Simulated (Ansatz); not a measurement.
## Energy against volume for WSi2 (MoSi2 type, space group I4/mmm)

WSi$_{2}$ (MoSi2 type, space group I4/mmm)

```xyz
3
Lattice="-1.6147 1.6147 3.9339 1.6147 -1.6147 3.9339 1.6147 1.6147 -3.9339" Properties=species:S:1:pos:R:3 pbc="T T T"
W      0.0000     0.0000     0.0000
Si     0.0000     0.0000     2.6324
Si     0.0000     0.0000     5.2354
```

Equation-of-state scan: isotropic scaling of the cell above, V₀ being its volume. The atoms relax within the cell's symmetry.

Level of theory: PBE (plane waves to 420 eV, PAW, scalar-relativistic; Ansatz, a first-principles code). k mesh 20×20×20 (Γ-centred), Fermi-Dirac smearing 0.05 eV. The energy includes the smearing's −TS. Stress and pressure are positive under compression. With the shape held, the modulus is that of even scaling; a crystal free to change shape is softer. Spin-orbit coupling is left out, though W is heavy. The PAW data are Ansatz's earlier set. WSi2 is run without spin polarisation. WSi2 was relaxed with its symmetry unable to fall. ΔE is measured from the relaxed starting cell.

```
V/V₀   ΔE (meV/atom)  P (GPa)
-----  -------------  -------
0.940             38     15.5
0.955             21     11.2
0.970              9      7.1
0.985              2      3.4
1.000              0      0.0
1.015              2     -3.2
1.030              8     -6.1
1.045             17     -8.7
1.060             30    -11.2
```

What the scan shows:

```
Quantity                                                                       Value
---------------------------------------------------------------------  -------------
Pressure at the smallest volume                                             15.5 GPa
Energy cost of the largest compression                                   38 meV/atom
Energy cost of the largest expansion                                     30 meV/atom
Bulk modulus at fixed cell shape B₀ (third-order Birch-Murnaghan fit)        218 GPa
Pressure derivative B₀′ (fit)                                                    4.5
Equilibrium volume of the fit                                          13.68 Å³/atom
Pressure for 5 % compression (fit)                                          12.6 GPa
```

The 9 points together took very roughly 5 core-minutes.

(A scan under strain: stresses follow from slopes of the energy per volume, elastic moduli from its curvatures.)
